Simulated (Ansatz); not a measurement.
YGe₂ in space group Fddd (No. 70; Ge on 16f, Y on 8a) under volume change, PBE (plane waves, PAW; program Ansatz), shape and atoms relaxed at each volume.

```json
[
 {"V (Å³/atom)": "19.616", "E − E(relaxed) (meV/atom)": "42.5", "P (GPa)": "7.71"},
 {"V (Å³/atom)": "20.263", "E − E(relaxed) (meV/atom)": "[?]", "P (GPa)": "[?]"},
 {"V (Å³/atom)": "20.909", "E − E(relaxed) (meV/atom)": "[?]", "P (GPa)": "[?]"},
 {"V (Å³/atom)": "21.556", "E − E(relaxed) (meV/atom)": "0.0", "P (GPa)": "0.00"},
 {"V (Å³/atom)": "22.203", "E − E(relaxed) (meV/atom)": "3.7", "P (GPa)": "-1.76"},
 {"V (Å³/atom)": "22.849", "E − E(relaxed) (meV/atom)": "13.9", "P (GPa)": "-3.24"},
 {"V (Å³/atom)": "23.496", "E − E(relaxed) (meV/atom)": "29.4", "P (GPa)": "-4.39"}
]
```

Task: Some entries are withheld; supply them.

Result: 
- 20.263, E − E(relaxed) (meV/atom): 17.7
- 20.263, P (GPa): 4.68
- 20.909, E − E(relaxed) (meV/atom): 4.1
- 20.909, P (GPa): 2.12

Task: What does a third-order Birch–Murnaghan fit give for V₀, B₀ and B′?

Result: V₀ = 21.56 Å³/atom, B₀ = 64.1 GPa, B′ = 5.2.

A made-up cell: these elements were put on the sites of a structure type; neither database checked (COD, Materials Project) lists it. Its standing as an ambient phase is unchecked. The cell was relaxed with PBE under the symmetry of its start; its stability against distortions is not shown here. No spin polarisation was allowed.

Potentials: the later of the program's two PAW sets.
